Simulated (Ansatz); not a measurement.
SnPd:
```cif
data_Pd3Sn3
_chemical_formula_sum 'Pd3 Sn3'
_space_group_name_H-M_alt 'P6/mmm'
_space_group_IT_number 191
_space_group_name_Hall '-P 6 2'
_cell_length_a 5.72052
_cell_length_b 5.72052
_cell_length_c 4.47660
_cell_angle_alpha 90.000
_cell_angle_beta 90.000
_cell_angle_gamma 120.000
loop_
_atom_site_label
_atom_site_type_symbol
_atom_site_symmetry_multiplicity
_atom_site_Wyckoff_symbol
_atom_site_fract_x
_atom_site_fract_y
_atom_site_fract_z
_atom_site_occupancy
Pd1 Pd 3 f 0.00000 0.50000 0.00000 1
Sn1 Sn 2 d 0.33333 0.66667 0.50000 1
Sn2 Sn 1 a 0.00000 0.00000 0.00000 1
```

Relaxed at zero pressure with PBE (plane waves, PAW; program Ansatz).

### Question
The volume is lowered by 3 % and shape and atoms relax at that volume. What pressure results, and how do the axes share the change?

### Answer
3.2 GPa; a -1.1 %, b -1.1 %, c -0.9 %; the energy rises by 6 meV/atom.

### Question
Give the new structure.

### Answer

Space group P6/mmm (No. 191); a = 5.660 Å, b = 5.660 Å, c = 4.435 Å, α = 90.00°, β = 90.00°, γ = 120.00°

```json
[
 {"atom": "Pd", "site": "3f", "symmetry": "mmm", "x": "0.0000", "y": "0.5000", "z": "0.0000"},
 {"atom": "Sn", "site": "2d", "symmetry": "-6m2", "x": "0.3333", "y": "0.6667", "z": "0.5000"},
 {"atom": "Sn", "site": "1a", "symmetry": "6/mmm", "x": "0.0000", "y": "0.0000", "z": "0.0000"}
]
```

The phase is kept; no other phase was compared at this pressure.

The start of the workflow was typed in or built on a structure type; neither database checked (COD, Materials Project) lists it. COD files the formula under space group No. 62, 194. Its standing as an ambient phase is unchecked. Symmetry was held in the PBE relaxation; whether a distortion lowers the energy is not shown. No spin polarisation was allowed. Axis ratios of metals converge slowly with the k-mesh, so a and c are less sure than the volume. Scalar-relativistic: spin–orbit coupling is off unless named, which matters more the heavier the elements.

Potentials: the earlier of the program's two PAW sets.
